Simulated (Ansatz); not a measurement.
NaGa₄ (space group I4/mmm)

```xyz
5
Lattice="-2.0613 2.0613 5.5031 2.0613 -2.0613 5.5031 2.0613 2.0613 -5.5031" Properties=species:S:1:pos:R:3 pbc="T T T"
Na     0.0000     0.0000     0.0000
Ga     0.0000     2.0613     2.7515
Ga     2.0613     0.0000     2.7515
Ga     0.0000     0.0000     4.2898
Ga     2.0613     2.0613     1.2133
```

The atoms are displaced by Q × the pattern below (from a DFPT mode at Γ, largest move 1; Q in Å), at fixed cell.

| atom | x | y | z |
|---|---|---|---|
| Na1 | 0.000 | 0.000 | 0.408 |
| Ga2 | 0.000 | 0.000 | -1.000 |
| Ga3 | 0.000 | 0.000 | -1.000 |
| Ga4 | 0.000 | 0.000 | 0.933 |
| Ga5 | 0.000 | 0.000 | 0.933 |

Calculation: LDA (plane waves to 420 eV, PAW, scalar-relativistic; Ansatz, an electronic-structure program). k mesh 16×16×16 (Γ-centred), Fermi-Dirac smearing 0.05 eV. E stands for the smeared free energy. With partly filled bands, energies and forces of such displacements shift with the k mesh and the smearing. NaGa4 was relaxed with its symmetry unable to fall. ΔE is measured from the undisplaced structure. The last digit holds for this mesh only.

| Q (Å) | ΔE (meV/cell) |
|---|---|
| -0.1000 | 172.0 |
| -0.0833 | 119.3 |
| -0.0667 | withheld |
| -0.0500 | 42.9 |
| -0.0333 | 19.1 |
| -0.0167 | 4.8 |
| 0.0000 | 0.0 |
| 0.0167 | 4.8 |
| 0.0333 | 19.1 |
| 0.0500 | 42.9 |
| 0.0667 | withheld |
| 0.0833 | 119.3 |
| 0.1000 | 172.0 |

Question: Fit an even polynomial form (powers 2, 4) to the given rows and predict ΔE at Q = 0.0667.

Answer: Least squares on the 11 given rows: ΔE = (17170)·Q² + (2992)·Q⁴, in meV/cell with Q in Å; root-mean-square residual 0.03 meV/cell. At 0.0667 the fit gives 76.4 meV/cell; the calculation gives 76.3 meV/cell, so the interpolation is off by 0.1 (+0.1 %). The quadratic term alone would give 76.4 meV/cell.

(A displaced cell: forces are minus the slopes of the energy, force constants its curvatures, and phonons follow from these.)
